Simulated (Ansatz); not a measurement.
InP:
```
InP
1.0
    0.00000     2.97945     2.97945
    2.97945     0.00000     2.97945
    2.97945     2.97945     0.00000
P In
1 1
Direct
  0.75000   0.75000   0.75000
  0.00000   0.00000   0.00000
```

Relaxed with PBE.

Problem. Map the electron localisation function on the plane through (0.750, 0.750, 0.750) spanned by u = [1, 0, 0] and v = [-1, 1, 1] in lattice vectors, from PBE (plane waves, PAW; program Ansatz).

Solution. x is the fraction of u, y of v (the angle between them is 90°; rows are the nearest grid lines); atoms in the plane: P at (0.00, 0.00), In at (0.50, 0.25).
```
|  .#@@%*=::::=*%@@#.  |
|  .*%%#*-:..:-*#%%*.  |
|*##%%#*=:.  .:=*#%%##*|
|%%%%#*=-.    .-=*#%%%%|
|%%%#*+-.      .-+*#%%%|
|**+=-:.        .:-=+**|
|==-:..          ..:-==|
|::..              ..::|
|..                  ..|
|                      |
|                      |
|       ........       |
|     ..::::::::..     |
|    ..::::::::::..    |
|   ..::::::::::::..   |
|....:::-:.  .:-:::....|
|::::::-:.    .:-::::::|
|===-::::      ::::-===|
|***+-:::      :::-+***|
|%@@%#=:::.  .:::=#%@@%|
|%@@@@*-::::::::-*@@@@%|
|*#@@@%+::::::::+%@@@#*|
|  -%@@%*-::::-*%@@%-  |
|  .#@@%*=::::=*%@@#.  |
```
Scale: ten equal steps from -0.003 (start of ' ') to 0.898 (end of '@'), in the order ' .:-=+*#%@'; x runs from 0.000 to 1.00, y from 0.000 (bottom) to 1.00 (top).

The density is the valence pseudo-density with augmentation charge, so density and ELF within about 1 Å of a nucleus are not all-electron values.

Space group F-43m (zinc blende). The PBE relaxation kept the symmetry of its start; of distortions, only those at the zone centre were tested.

Potentials: the later of the program's two PAW sets.
